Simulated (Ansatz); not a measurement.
Space group R-3m:H (No. 166). a = 3.694 Å, b = 3.694 Å, c = 18.172 Å, α = 90.00°, β = 90.00°, γ = 120.00°
```
atom site symmetry x y z
  Mn    3a       -3m  0.0000  0.0000  0.0000
  Cl    6c        3m  0.3333  0.6667  0.9239
```

Equation of state of this MnCl₂ structure (not necessarily the ground state), with shape and atoms relaxed at each volume where symmetry leaves them free. Computed with DFT r2SCAN, scalar-relativistic, plane waves, PAW in Ansatz 0.2.0.

Cutoff 500 eV; k points 9×9×9 on the computed 3-atom cell (Γ-centred); Gaussian smearing, width 0.02 eV; collinear spin.

```csv
V (Å³/atom),E − E(largest V) (meV/atom),P (GPa),gap on mesh (eV)
22.432,2.57,1.11,2.74
23.148,-0.80,0.44,2.81
23.864,-1.78,0.01,2.86
24.580,-1.27,-0.27,2.90
25.296,0.00,-0.39,2.92
```

Problem. Fit a third-order Birch–Murnaghan equation to E(V).

Solution. V0 = 23.92 Å³/atom, B0 = 10 GPa, B0' = 17.7. B0' is unusual or poorly fixed by this range.

The state reached may not be the lowest one. The cell holds one magnetic atom, so it can only be ferromagnetic; an antiferromagnetic order may lie lower. The cell holds layers, and where no dispersion correction was added their binding is poorly described.